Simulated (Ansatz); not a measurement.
Rocksalt alloy of MgO and CaO (22 of 32 Mg sites exchanged), 64 atoms

Ansatz, PAW, plane waves. PBEsol relaxation of volume and atoms (shape held) at the single k point (½, ½, ½); single points on the relaxed atoms at the Γ point alone, onto which points of the small cell's zone fold. Arrangement: quasirandom. No spin–orbit coupling unless named.

Relaxed structure:

```
O Ca Mg
1.0
     9.22601    0.00000    0.00000
     0.00000    9.22601    0.00000
     0.00000    0.00000    9.22601
O Ca Mg
32 22 10
Cartesian
  2.4134 0.1020 9.2241
  2.3049 0.0154 4.6106
  2.3007 4.5115 0.1027
  2.2120 4.5989 4.4883
  6.8179 0.0208 9.1509
  6.9144 0.0066 4.6857
  6.9787 4.5943 0.1017
  7.0198 4.6084 4.5091
  0.0967 2.4109 9.1246
  0.0110 2.4289 4.7288
  0.0169 6.8110 9.2095
  0.0019 6.7927 4.6247
  4.5227 2.3475 9.1240
  4.5997 2.3223 4.7334
  4.6019 6.7620 9.2046
  4.6128 6.9081 4.6230
  9.2164 0.0133 2.2911
  9.1329 0.1292 6.9367
  0.0045 4.5935 2.2653
  9.2198 4.5047 6.9755
  4.6244 0.0205 2.1675
  4.7036 0.1285 7.0448
  4.6273 4.5910 2.1902
  4.6257 4.4947 7.0286
  2.3065 2.4102 2.2135
  2.3060 2.3154 7.0193
  2.3079 6.8015 2.2866
  2.3081 6.9208 6.9262
  6.9229 2.3935 2.2985
  6.9192 2.2374 6.9400
  6.9221 6.8222 2.3003
  6.9203 6.9876 6.9221
  0.0023 0.0505 9.1885
  9.2043 0.0309 4.6551
  4.6309 0.0235 4.6687
  4.6171 4.5964 4.5806
  2.2882 2.3461 4.6382
  2.3271 6.8623 0.0109
  2.2896 6.8784 4.5886
  6.9107 2.3385 9.2029
  6.9382 2.3296 4.6516
  6.8999 6.8870 9.2242
  6.9374 6.8960 4.6110
  2.3301 0.0251 2.2649
  2.3284 0.0587 6.9579
  2.2884 4.5641 6.9674
  6.8986 9.2256 2.2771
  6.9406 4.5674 6.9551
  0.0170 2.3672 2.2804
  0.0016 6.8446 2.2957
  9.2103 6.8848 6.9233
  4.5972 2.3507 2.2425
  4.6151 6.8680 2.2533
  4.6329 6.9315 6.9617
  0.0198 4.5620 0.0207
  9.2243 4.5873 4.5599
  4.6077 0.1641 9.1755
  4.5588 4.5699 0.0229
  2.3187 2.3751 9.1992
  2.2615 4.5786 2.2471
  6.8931 0.0803 6.9668
  6.9620 4.6044 2.2610
  0.0078 2.3541 6.9563
  4.6092 2.3204 6.9916
```

Problem. What are the mean bond lengths by pair (pairs within 1.2 times the sum of covalent radii, less contacts 15 % beyond the pair's median; cation–cation pairs of compounds aside; long ionic contacts are cut short by that bound)?

Solution. Ca–O 2.339 ± 0.060 Å (standard deviation, 132 bonds); Mg–O 2.232 ± 0.064 Å (standard deviation, 59 bonds).

Problem. What gap lies between the top filled and the lowest empty level in the single points?

Solution. HSE06 5.79 eV (3.4 min on 7 threads of Neoverse-V2).
